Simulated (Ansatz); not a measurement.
# Slab of fcc Pd (100), 5 layers

The slab is cut from the fcc crystal, the stable phase, as relaxed on PAW files (14.16 Å³/atom), with 16 Å of vacuum and a dipole correction:

```yaml
crystal:
  lattice:
    - [2.71546, 0.00000, 0.00000]
    - [0.00000, 2.71546, 0.00000]
    - [0.00000, 0.00000, 23.68050]
  atoms:
    - { symbol: Pd, position: [0.00000, 0.00000, 0.33783] }
    - { symbol: Pd, position: [0.50000, 0.50000, 0.41892] }
    - { symbol: Pd, position: [0.00000, 0.00000, 0.50000] }
    - { symbol: Pd, position: [0.50000, 0.50000, 0.58108] }
    - { symbol: Pd, position: [0.00000, 0.00000, 0.66217] }
```

All numbers are LDA results (scalar-relativistic) from Ansatz 0.2.0, with a Γ-centred 13×13×1 k mesh, Fermi–Dirac smearing of 0.05 eV, no spin polarisation. Methods: LAPW: all electrons, basis error target 1 meV/atom; PAW: frozen-core files, cutoff 420 eV.

The bulk energy comes from a cell in the slab's orientation on a 13×13×10 mesh. The surface energy is (E(slab) − N·E(bulk))/2A at zero smearing, the mean of both faces; thin slabs carry quantum-size effects.

The PAW files were made under PBE.

Q: As cut, the LAPW slab lies 1.983 eV above 5 atoms of bulk. What surface energy is that?

A: Over two faces of 7.37 Å² it is 134.5 meV/Å², and times 16.02 J/m² per eV/Å² that gives γ = 2.154 J/m².

Q: What do relaxation and the other method give, and what work function comes out?

A: 

| method | γ as cut (J/m²) | γ relaxed (J/m²) | Φ as cut (eV) | Φ relaxed (eV) |
| --- | --- | --- | --- | --- |
| LAPW | 2.154 | 2.144 | 5.51 | 5.50 |
| PAW | 2.152 | 2.142 | 5.50 | 5.50 |

Q: How do the spacings between the planes relax?

A: From the bottom face up: d12 -1.8 % of 1.920 Å, d23 -0.5 % of 1.920 Å, d34 -0.5 % of 1.920 Å, d45 -1.8 % of 1.920 Å.

Q: What changes if the vacuum is set to 11 Å?

A: LAPW then gives: no gap, work function 5.50 eV; PAW: no gap, work function 5.50 eV. The program warns that the vacuum is too thin.

Q: A 3d core hole is made on one atom of each kind in every 1×1 cell (PAW hole dataset, neutral cell, valence without spin). What does it cost by layer?

A: layer 1 334.69 eV, layer 2 335.19 eV, layer 3 335.20 eV. Shifts between layers mean more than the absolute values, and a whole layer of holes screens otherwise than one hole.

Q: In the relaxed 1×1 cell, replace the outer, then the middle Pd by Ag, which changes a whole layer. What shift does this Z+1 picture give?

A: E(outer) − E(middle) = -0.43 eV by LAPW and -0.43 eV by PAW; a positive value puts the surface line at higher binding energy.
